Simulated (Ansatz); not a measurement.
**Which element?**

Cell vectors (Å):

```
0.0000 2.8010 2.8010
2.8010 0.0000 2.8010
2.8010 2.8010 0.0000
```

```tsv
atom	a	b	c
Na	0.0000	0.0000	0.0000
X	0.5000	0.5000	0.5000
```

These are results of PBEsol, PAW on Ansatz 0.2.0's default frozen-core files (fitted under PBE), scalar-relativistic, not measurements. k mesh 8×8×8, strains of ±0.003, fixed occupations.

Elastic constants of a crystal by Kohn-Sham DFT: slopes of the stress over finite engineering strains of the given cell, Voigt indices, Cartesian axes as in the cell vectors.

| index | elastic (GPa) |
| --- | --- |
| 11 | 54.8 |
| 12 | 11.4 |
| 44 | 12 |

All X atoms are one element. Which one was computed?

Cl; the crystal is NaCl (Fm-3m).

Limits of these numbers: frozen-core PAW files fitted under PBE, their cores solved anew for the functional of the run.
